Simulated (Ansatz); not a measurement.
Method: DFT PBE, scalar-relativistic, plane waves, PAW, and for the lanthanide a 4f-in-core norm-conserving potential (Ansatz). Cutoff 660 eV, Γ-centred meshes of about 0.25 Å⁻¹ or finer for metals and 0.3 Å⁻¹ for insulators (2π included), Gaussian smearing. No spin polarisation.

Temperature and zero-point effects are left out.

Compare these two cells of Nd3Si2I, each relaxed at this level.

A.

```cif
data_structure
_symmetry_space_group_name_H-M 'P-4m2'
_symmetry_Int_Tables_number 115
_cell_length_a 4.3787
_cell_length_b 4.3787
_cell_length_c 8.6333
_cell_angle_alpha 90.000
_cell_angle_beta 90.000
_cell_angle_gamma 90.000
_cell_volume 165.52
loop_
_atom_site_label
_atom_site_type_symbol
_atom_site_symmetry_multiplicity
_atom_site_Wyckoff_symbol
_atom_site_fract_x
_atom_site_fract_y
_atom_site_fract_z
_atom_site_occupancy
Nd1 Nd 1 b 0.50000 0.50000 0.00000 1
Nd2 Nd 2 g 0.00000 0.50000 0.35609 1
Si1 Si 2 g 0.00000 0.50000 0.70202 1
I1 I 1 a 0.00000 0.00000 0.00000 1
```

B.

```cif
data_structure
_symmetry_space_group_name_H-M 'P-3m1'
_symmetry_Int_Tables_number 164
_cell_length_a 4.3120
_cell_length_b 4.3120
_cell_length_c 11.2325
_cell_angle_alpha 90.000
_cell_angle_beta 90.000
_cell_angle_gamma 120.000
_cell_volume 180.87
loop_
_atom_site_label
_atom_site_type_symbol
_atom_site_symmetry_multiplicity
_atom_site_Wyckoff_symbol
_atom_site_fract_x
_atom_site_fract_y
_atom_site_fract_z
_atom_site_occupancy
Nd1 Nd 2 d 0.33333 0.66667 0.20892 1
Nd2 Nd 1 b 0.00000 0.00000 0.50000 1
Si1 Si 2 d 0.33333 0.66667 0.65794 1
I1 I 1 a 0.00000 0.00000 0.00000 1
```

Question: Which form is favoured at zero pressure, and by what margin per atom?

Answer: B is lower, by 289 meV/atom. A has space group P-4m2 (No. 115), 27.6 Å³/atom and no gap on its mesh; B has space group P-3m1 (No. 164), 30.1 Å³/atom and no gap. Counting I or Si atoms around Nd (for each partner element, those within 1.25 times its shortest distance or 1.15 times the sum of covalent radii, where it is the nearest in units of that sum or under 1.3; a plus sign parts groups by distance over the sum of covalent radii; a slash parts the counts of unlike sites), A has Nd 7/4+4 and B has Nd 6. The lower one is the more open, so pressure narrows the difference. Both come from trial cells of a structure search.

These runs have no spin–orbit coupling, which can matter for I. With atoms moved at random, B came back. A had no clear such test and can be a saddle point.

The lanthanide is trivalent by construction, without f bands, f moments or other valences.
